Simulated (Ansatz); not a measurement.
K₂AgBiCl₆: do energies and stresses tell the same story?

These are results of DFT r2SCAN, scalar-relativistic, plane waves, PAW in Ansatz 0.2.0, not measurements.

Plane waves to 500 eV, a k mesh through Γ of 6×6×6 on the computed 10-atom cell and Gaussian smearing (0.02 eV); no spin polarisation.

Relaxed cell: Fm-3m, a = 10.705 Å, b = 10.705 Å, c = 10.705 Å, α = 90.00°, β = 90.00°, γ = 90.00°, 10 atoms in the primitive cell. Whether it is the stable form of this composition wasn't checked.

Energies at zero smearing and pressures from the stress tensor, at volumes with shape and atoms relaxed:
| V (Å³/atom) | E − E(first) (meV/atom) | P (GPa) |
| --- | --- | --- |
| 28.831 | 0.00 | 2.09 |
| 29.751 | -8.63 | 0.95 |
| 30.672 | -11.28 | 0.00 |
| 31.592 | -9.02 | -0.77 |
| 32.512 | -2.74 | -1.40 |

Task: Check P = −dE/dV between neighbouring volumes, and get the bulk modulus from the pressures alone.

Result: With 1 eV/Å³ = 160.2 GPa:
```csv
middle V (Å³/atom),−ΔE/ΔV (GPa),mean P (GPa)
29.291,1.502,1.520
30.211,0.462,0.476
31.132,-0.393,-0.382
32.052,-1.094,-1.084
```

The two differ by 0.02 GPa at most. The mean of two end pressures misses the average over a step by about ΔV² P″/12, up to 0.02 GPa here; with that taken off 0.00 GPa remains. Around V = 30.672 Å³/atom, the two neighbours give B = −V ΔP/ΔV = 30.672 × 1.72 / 1.840 = 28.6 GPa, against B0 = 28.4 GPa from the Birch–Murnaghan fit of the energies.

Spin–orbit coupling is left out, which can shift energies with elements as heavy as these.

Cost: 6 runs of about 16 core-minutes in all, on Arm Neoverse V2 (shared hosts).